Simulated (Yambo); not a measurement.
RbCl (rock salt, space group Fm-3m, No. 225), G0W0@PBEsol (Yambo, plasmon pole, terminator in G, 4×4×4 mesh): gap Γ → Γ in eV by bands and screening block.

| bands (W and G) | 2 Ry | 4 Ry | 6 Ry | 8 Ry | 10 Ry |
|---|---|---|---|---|---|
| 29 | [?] | 7.71 | 7.78 | 7.79 | 7.81 |
| 53 | 7.50 | 7.65 | [?] | 7.80 | 7.83 |
| 81 | 7.48 | 7.65 | 7.80 | 7.84 | 7.89 |
| 119 | 7.47 | 7.64 | 7.82 | 7.87 | 7.92 |
| 159 | 7.47 | 7.64 | 7.83 | [?] | 7.94 |

**Question.** Estimate the withheld gaps from their neighbours; the computed values follow.

**Answer.** 
- 29, 2 Ry: 7.61
- 53, 6 Ry: 7.77
- 159, 8 Ry: 7.88

The largest settings aren't shown to be the converged limit.

Geometry relaxed with PBEsol; primitive cell a = 4.6251 Å, b = 4.6251 Å, c = 4.6251 Å, α = 60.00°, β = 60.00°, γ = 60.00°.
